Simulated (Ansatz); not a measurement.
This cell of GaN (wurtzite) is off equilibrium:

```yaml
crystal:
  lattice:
    - [3.18312, 0.00000, 0.00000]
    - [-1.59156, 2.75667, 0.00000]
    - [0.00000, 0.00000, 5.18363]
  atoms:
    - { symbol: Ga, position: [0.66667, 0.33333, 0.00099] }
    - { symbol: Ga, position: [0.33333, 0.66667, 0.50099] }
    - { symbol: N, position: [0.66667, 0.33333, 0.59412] }
    - { symbol: N, position: [0.33333, 0.66667, 0.12421] }
```

Method: r2SCAN (plane waves to 500 eV, PAW, scalar-relativistic; Ansatz, a quantum-chemistry and plane-wave program). k mesh 10×10×5 (Γ-centred), Fermi-Dirac smearing 0.05 eV. Energies are smeared free energies. Stress and pressure are positive under compression. GaN was relaxed with its symmetry unable to fall.

### Question
What forces act on the atoms (eV/Å, Cartesian)?

### Answer
```csv
atom,Fx,Fy,Fz
Ga1,0.000,0.000,-0.519
Ga2,0.000,0.000,-0.677
N3,0.000,0.000,2.197
N4,0.000,0.000,-1.001
```

### Question
Give the stress tensor in GPa and the pressure.

### Answer
```
    3.3      0.0      0.0
    0.0      3.3      0.0
    0.0      0.0     -2.5
```
The pressure, a third of the trace, is 1.4 GPa.

### Question
In it atom 3 sits (0.000, 0.000, -0.156) Å away from its relaxed site. What is its energy relative to the relaxed cell?

### Answer
188 meV/cell.

(A displaced cell: forces are minus the slopes of the energy, force constants its curvatures, and phonons follow from these.)
